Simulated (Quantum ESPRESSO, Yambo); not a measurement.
Ag2S (space group P2_1/m, No. 11). The geometry is that of Materials Project entry mp-556225, symmetrised and not relaxed again. Chain: PBEsol (Quantum ESPRESSO, PseudoDojo norm-conserving, 82 Ry, no spin-orbit coupling); G0W0 in Yambo (4×2×4 Γ-centred k mesh, bands 17 to 155 and a 6 Ry block in the screening, 155 bands in G with the Bruneval-Gonze terminator, plasmon pole fitted at 27.2 eV); BSE (4×2×4 mesh, 26 valence and 9 conduction bands, static screening with 89 bands and a 3 Ry block, scissor 0.81 eV, Tamm-Dancoff).

- PBEsol gap (dense path) = 1.10 eV
- PBEsol gap (0, 0, -0.5) → Γ on the GW mesh = 1.10 eV
- PBEsol smallest direct gap on the GW mesh, at Γ = 1.13 eV
- G0W0 direct gap at that point = 1.94 eV
- G0W0 correction to the gap (0, 0, -0.5) → Γ = 0.80 eV
- lowest exciton = no binding energy given (see below)

Rough cost of the Yambo steps against G0W0 for 14 states: BSE within a factor of two.

Nearest settings tried, and what they do to the gap: 77 bands in W, 77 bands in G: +257 meV; 2×1×2 mesh: -178 meV. Not varied: block. So the settings aren't converged at that level. The BSE states are vertical excitations (zero momentum). The lowest state covers only about 1 of the 32 k points, so the mesh doesn't resolve it: its energy and its distance from the direct gap are mesh artefacts. An extended exciton needs a far denser mesh. Axes are Cartesian, with cell vectors (Å) (4.22, 0.00, 0.00), (0.00, 7.40, 0.00), (-1.57, 0.00, 3.93).

Spin-orbit splittings are left out.

The structure is a Materials Project entry; no match was found in the copy of COD used, and its stability was not checked.
